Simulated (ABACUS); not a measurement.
Set-up for a self-consistent single point of La2O3 (P-3m1, 5 atoms in the cell; from Materials Project mp-1968, changed as shown).

```
La2O3
1.0
    3.86946     0.00000     0.00000
   -1.93473     3.35105     0.00000
    0.00000     0.00000     5.89627
La O
2 3
Direct
  0.66667   0.33333   0.75376
  0.33333   0.66667   0.24624
  0.66667   0.33333   0.35411
  0.33333   0.66667   0.64589
  0.00000   0.00000   0.00000
```

Method: PBE, PseudoDojo 0.5 standard norm-conserving PBE (tails mended) pseudopotentials (plane waves; ABACUS).

ABACUS settings:

* **KPT**: Gamma 6 6 4 0 0 0
* **basis_type**: pw
* **ecutwfc**: 110 Ry
* **smearing_method**: fixed
* **potentials**: PseudoDojo 0.5 standard norm-conserving PBE (tails mended)
* **symmetry**: 1
* **symmetry_prec**: 1e-05
* **ks_solver**: dav
* **scf_nmax**: 100
* **scf_thr**: 1.0e-09 Ry
* **mixing_type**: pulay

Results:

- Number of valence electrons: 40
- Number of bands: 30
- Number of k-points after the program's reduction: 24
- Number of plane waves (most at a k-point): 10082
- Number of SCF iterations: 10
- FFT grid: 50 × 50 × 75
- Free energy E − TS: -3270.9300 eV
- Top of the valence band (on the code's own zero): 10.90 eV
- Gap on the k-point mesh: 3.78 eV
- Pressure: 11.56 GPa
- Largest force (vector length): 0.634 eV/Å

Forces (eV/Å):
| atom | Fx | Fy | Fz |
|---|---|---|---|
| La1 | 0.000 | 0.000 | 0.634 |
| La2 | 0.000 | 0.000 | -0.634 |
| O3 | 0.000 | 0.000 | -0.043 |
| O4 | 0.000 | 0.000 | 0.043 |
| O5 | 0.000 | 0.000 | 0.000 |

Stress (GPa, positive for compression):
```
11.42   0.00   0.00
 0.00  11.42   0.00
 0.00   0.00  11.84
```

The gap is read on the k-point mesh of the run and can differ from the gap over the whole zone at this level.

For comparison: a first run was changed to give this one (lattice vector c scaled by 0.98), and from it to this one the free energy rises by 18.9 meV/atom, the pressure goes from 8.58 to 11.56 GPa, the largest force goes from 0.367 to 0.634 eV/Å and the gap on the mesh goes from 3.876 to 3.784 eV.

The structure comes from a collection of computed structures, made at another level of theory; the collection holds predicted forms beside known ones. Its lattice was then scaled.

Cost on one core: roughly 4 core-minutes.

“Tails mended”: in these copies of the files the far tail of each local potential was reset to the Coulomb form.
